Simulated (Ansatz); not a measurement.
K₂NiO₂ in space group I4/mmm (No. 139; K on 4e, Ni on 2a, O on 4e), DFT-r²SCAN in the program Ansatz with PAW potentials, all energies at zero smearing, with the estimated change up to a 700 eV cutoff added, with one set of potentials and settings (totals compare only within such a set). Cell of 5 atoms (2 K, 1 Ni, 2 O): -10068.898 eV.

```tsv
element	reference phase	E (eV/atom)
K	Im-3m, 1 atoms in the cell	-1542.4813
Ni	Fm-3m, 1 atoms in the cell, spin-polarised	-5845.2912
O	C2/m, 4 atoms in the cell, spin-polarised	-566.0281
```

Formation energy per atom, worked out: (-10068.898 − 2×(-1542.4813) − 1×(-5845.2912) − 2×(-566.0281))/5 = -1.318 eV/atom (-127 kJ per mol of atoms), at 0 K, without zero-point energy or fitted corrections.

The first step of the workflow began from a Materials Project structure, measured or hypothetical; the Crystallography Open Database files this formula in space group No. 139, but the cells were not matched. Whether it is the stable phase at ambient conditions was not checked. The r²SCAN relaxation kept the symmetry of its start; its stability against distortions is not shown here. Spin order of the final state: ferromagnetic, the only order run, not a proven ground state. The cell computed holds one magnetic atom, so no antiferromagnetic order was within reach. Other orbital occupations within this spin state were not tried. No Hubbard U is applied. The references are the lowest solids computed at this level, not always the standard phases (solids in place of the gases).

Potentials: the later of the program's two PAW sets.
